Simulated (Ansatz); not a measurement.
# From the elastic tensor of Be3ZnSe4 to moduli and sound speeds

Computed with DFT PBE, scalar-relativistic, plane waves, PAW in Ansatz 0.2.0. Settings: 420 eV plane-wave cutoff, Γ-centred 4×4×4 mesh, fixed occupations. No spin polarisation.

Space group P-43m (No. 215), cubic, a = 5.320 Å. Be is surrounded by 4 Se at 2.27 Å; around Zn lie 4 Se at 2.42 Å; Se has 3 Be at 2.27 Å and 1 Zn at 2.42 Å.

The structure comes from a generated guess, relaxed at this level; another structure or a mixture of phases may lie lower.

Relaxed-ion constants (GPa, on the Cartesian axes of the calculation):
```
112.3  49.1  49.1   0.0   0.0   0.0
 49.1 112.3  49.1   0.0   0.0   0.0
 49.1  49.1 112.3   0.0   0.0   0.0
  0.0   0.0   0.0  54.9   0.0   0.0
  0.0   0.0   0.0   0.0  54.9   0.0
  0.0   0.0   0.0   0.0   0.0  54.9
```

Density 4.502 g/cm³; 8 atoms in 150.59 Å³.

With S = C⁻¹: B_V = (C11+C22+C33+2(C12+C13+C23))/9, G_V = (C11+C22+C33−C12−C13−C23+3(C44+C55+C66))/15, 1/B_R = S11+S22+S33+2(S12+S13+S23), 15/G_R = 4(S11+S22+S33−S12−S13−S23)+3(S44+S55+S66); Hill is their mean. Then v_l = √((B+4G/3)/ρ), v_t = √(G/ρ), v_m = [(2/v_t³+1/v_l³)/3]^(−1/3) and Θ = (ħ/k_B)·v_m·(6π²n/V)^(1/3) for n atoms in the volume V; E = 9BG/(3B+G), ν = (3B−2G)/(2(3B+G)) and A^U = 5G_V/G_R + B_V/B_R − 6.

* Bulk modulus, Voigt / Reuss / Hill: 70.2 / 70.2 / 70.2 GPa
* Shear modulus, Voigt / Reuss / Hill: 45.5 / 42.3 / 43.9 GPa
* Young's modulus: 109 GPa
* Poisson ratio: 0.241
* Pugh ratio B/G: 1.60 (under 1.75, the rule of thumb for brittle)
* Universal anisotropy index: 0.38
* Longitudinal and transverse sound speeds: 5348 and 3124 m/s
* Debye temperature from the mean sound speed: 388 K
